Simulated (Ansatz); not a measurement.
From the elastic tensor of Al3Cu2 to moduli and sound speeds

These are results of Ansatz, DFT LDA, scalar-relativistic, plane waves, PAW, not measurements. Settings: 420 eV plane-wave cutoff, Γ-centred 12×12×8 mesh, Fermi-Dirac smearing of 0.15 eV. No spin polarisation.

It takes space group P-3m1 (No. 164, trigonal). The conventional cell has a = 4.058 Å, b = 4.058 Å, c = 4.935 Å, α = 90.00°, β = 90.00°, γ = 120.00°. Al (site symmetry -3m) is surrounded by 6 Cu at 2.47 Å. Al (site symmetry 3m) has 5 Cu at 2.42 to 2.53 Å and 3 Al at 2.77 Å as nearest neighbours. Cu (site symmetry 3m) is surrounded by 8 Al at 2.42 to 2.53 Å.

In a metal, frequencies and elastic constants depend on the k mesh and the smearing, soft modes and shear constants most.

Relaxed-ion constants (GPa, on the Cartesian axes of the calculation):
```
203.2  95.8  58.3  23.8   0.0   0.0
 95.8 203.2  58.3 -23.8   0.0   0.0
 58.4  58.4 243.5   0.0   0.0   0.0
 23.9 -23.9   0.0  50.2   0.0   0.0
  0.0   0.0   0.0   0.0  50.2  23.9
  0.0   0.0   0.0   0.0  23.8  53.7
```

Density 4.908 g/cm³; 5 atoms in 70.39 Å³.

The values that follow are for a polycrystal of randomly turned grains, by Hill's mean where one number stands. In a crystal this anisotropic the Voigt and Reuss bounds lie far apart, so Hill's mean and the sound speeds and Debye temperature from it are rough.

With S = C⁻¹: B_V = (C11+C22+C33+2(C12+C13+C23))/9, G_V = (C11+C22+C33−C12−C13−C23+3(C44+C55+C66))/15, 1/B_R = S11+S22+S33+2(S12+S13+S23), 15/G_R = 4(S11+S22+S33−S12−S13−S23)+3(S44+S55+S66); Hill is their mean. Then v_l = √((B+4G/3)/ρ), v_t = √(G/ρ), v_m = [(2/v_t³+1/v_l³)/3]^(−1/3) and Θ = (ħ/k_B)·v_m·(6π²n/V)^(1/3) for n atoms in the volume V; E = 9BG/(3B+G), ν = (3B−2G)/(2(3B+G)) and A^U = 5G_V/G_R + B_V/B_R − 6.

```
Bulk modulus, Voigt / Reuss / Hill          : 119.4 / 119.4 / 119.4 GPa
Shear modulus, Voigt / Reuss / Hill         : 60.0 / 46.1 / 53.0 GPa
Young's modulus                             : 139 GPa
Poisson ratio                               : 0.307
Pugh ratio B/G                              : 2.25 (over 1.75, the rule of thumb for ductile)
Universal anisotropy index                  : 1.51
Longitudinal and transverse sound speeds    : 6224 and 3287 m/s
Debye temperature from the mean sound speed : 453 K
```

Whether Al3Cu2 exists in this form wasn't checked.